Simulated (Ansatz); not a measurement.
LiCl (rock salt)

```
CELL_PARAMETERS angstrom
      0.00000     2.57520     2.57520
      2.57520     0.00000     2.57520
      2.57520     2.57520     0.00000
ATOMIC_POSITIONS crystal
  Cl 0.00000 0.00000 0.00000
  Li 0.50000 0.50000 0.50000
```

The slice is a {111} plane (indices of the conventional cell) through the point (0.500, 0.500, 0.500) (fractional), spanned by u = [100] and v = [-1 2 0] in vectors of this cell: u (3.64 Å) and v (6.31 Å, at 90° to u). It covers one period; positions are fractions (u, v).

Method: PBE (plane waves to 420 eV, PAW, scalar-relativistic; Ansatz, a first-principles code). k mesh 11×11×11. Near the nuclei the fields are pseudised (PAW); where an atom keeps semicore shells as valence, they peak there. LiCl was relaxed with its symmetry unable to fall.

Question: Predict the map of the electron localisation function (ELF) on the slice.

Answer: 
```
|xxx3000111110003xx|
|xx900012222210009x|
|730001344544310003|
|000002457775420000|
|000012468886421000|
|111011357875311011|
|321101246764210112|
|542111124542111124|
|764210112321101246|
|875311011111011357|
|886421000000012468|
|775420000000002457|
|544310003730001344|
|22210009xxx9000122|
|1110003xxxxx300011|
|0000006xxxxx600000|
|1110003xxxxx300011|
|22210009xxx9000122|
|544310003730001344|
|775420000000002457|
|886421000000012468|
|875311011111011357|
|764210112321101246|
|542111124542111124|
|321101246764210112|
|111011357875311011|
|000012468886421000|
|000002457775420000|
|730001344544310003|
|xx900012222210009x|
|xxx3000111110003xx|
|xxx6000000000006xx|
```
Scale: ten equal steps from 0.01 (start of '0') to 0.40 (end of '9'), in the order '0123456789'. Values: electron localisation function (ELF). The map has 18 points along u (one character each, u = 0 at the left) and 32 along v (v = 0 in the bottom row). Points within 0.5 Å of a nucleus are blanked (x), as the pseudised field means little there.
